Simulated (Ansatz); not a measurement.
# Notes on TaCr₂

```yaml
crystal:
  lattice:
    - [5.11521, 0.01672, 0.00820]
    - [-2.54313, 4.38619, -0.01237]
    - [0.01342, -0.01564, 8.38014]
  atoms:
    - { symbol: Cr, position: [0.78556, 0.64029, 0.23381] }
    - { symbol: Cr, position: [0.14880, 0.80360, 0.76155] }
    - { symbol: Cr, position: [0.35384, 0.15605, 0.24543] }
    - { symbol: Cr, position: [0.17403, 0.33588, 0.76484] }
    - { symbol: Cr, position: [0.88004, 0.14679, 0.25393] }
    - { symbol: Cr, position: [0.68180, 0.83148, 0.72041] }
    - { symbol: Ta, position: [0.37186, 0.76463, 0.05734] }
    - { symbol: Ta, position: [0.64587, 0.31745, 0.56308] }
    - { symbol: Ta, position: [0.34561, 0.73358, 0.40835] }
    - { symbol: Ta, position: [0.66264, 0.38424, 0.92176] }
    - { symbol: Cr, position: [0.99521, 0.97445, 0.02132] }
    - { symbol: Cr, position: [0.94695, 0.93808, 0.51326] }
```

Level: m-r2SCAN, no spin polarisation; 500 eV; 4×4×2 (shifted by 0.5, 0, 0.5 steps) mesh; fermi-dirac occupations (width 0.1 eV); Ansatz 0.2.0, fixed geometry.

**At the Fermi level.** It is a metal, with about 12 states/eV a cell as the mean within 0.25 eV of the Fermi level, mostly Cr d (72 %) and Ta d (20 %).
**Contacts.** Cr–Cr at 2.10 Å: least valence density 0.79 e/Å³ and ELF 0.28 there. Cr–Ta at 2.53 Å: least valence density 0.45 e/Å³ and ELF 0.34 there. Ta–Ta at 2.87 Å: least valence density 0.29 e/Å³ and ELF 0.26 there. These are pseudo-fields; inside the PAW spheres they differ from the all-electron ones.
**Stress.** The pressure is -17.0 GPa (compression positive), so with the atoms held at these fractions the cell would first shrink; the forces are large, so a full relaxation may end otherwise. The principal stresses -18.7, -16.8, -15.6 GPa differ, so its shape would change too.
**Forces.** The largest is on Ta9: 3.21 eV/Å, components (0.21, -2.83, 1.49). It makes 158° with the line to a nearest neighbour, Cr3 at 2.53 Å, pointing away from it.

Origin: a strained cell with displaced atoms, so it need not be a known compound. Caveats: no spin polarisation, so a magnetic state may lie lower; the k mesh is coarse if the cell is a metal; atoms or cell far from equilibrium; m-r2SCAN is r2SCAN with a changed spin dependence that lowers moments.
